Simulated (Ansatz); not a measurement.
Consider the following.

TePt:
```cif
data_PtTe
_chemical_formula_sum 'Pt1 Te1'
_space_group_name_H-M_alt 'P 1'
_space_group_IT_number 1
_cell_length_a 3.39187
_cell_length_b 3.39187
_cell_length_c 3.39187
_cell_angle_alpha 90.000
_cell_angle_beta 90.000
_cell_angle_gamma 90.000
loop_
_space_group_symop_operation_xyz
  'x, y, z'
loop_
_atom_site_label
_atom_site_type_symbol
_atom_site_fract_x
_atom_site_fract_y
_atom_site_fract_z
_atom_site_occupancy
Pt1 Pt 0.00000 0.00000 0.00000 1
Te1 Te 0.50000 0.50000 0.50000 1
```

This is the PBEsol-relaxed structure.

### Question
All from plane-wave PAW PBEsol (Ansatz code), unless another level is named. Estimate the electronic character.

### Answer
metallic (no gap).

### Question
Next, the density of states at the Fermi level?

### Answer
0.41 states/eV per atom (mean over ±0.08 eV).

### Question
Next, the formation energy from the elements (no fitted shifts)?

### Answer
0.14 eV/atom.

### Question
Give the gap with spin–orbit coupling.

### Answer
none (metallic).

Space group Pm-3m (CsCl type). The start of the workflow was typed in or built on a structure type; neither database checked (COD, Materials Project) lists it. COD files the formula under space group No. 166, 194. Whether it is the stable phase at ambient conditions was not checked. The cell was relaxed with PBEsol under the symmetry of its start; its stability against distortions is not shown here. No spin polarisation was allowed. The references are the lowest solids computed at this level, not always the standard phases. Scalar-relativistic: spin–orbit coupling is off unless named, which matters more the heavier the elements.

Potentials: the earlier of the program's two PAW sets. The files were generated under PBE; for other functionals the program regenerates the frozen cores, and for LDA and PBEsol the local potential too.
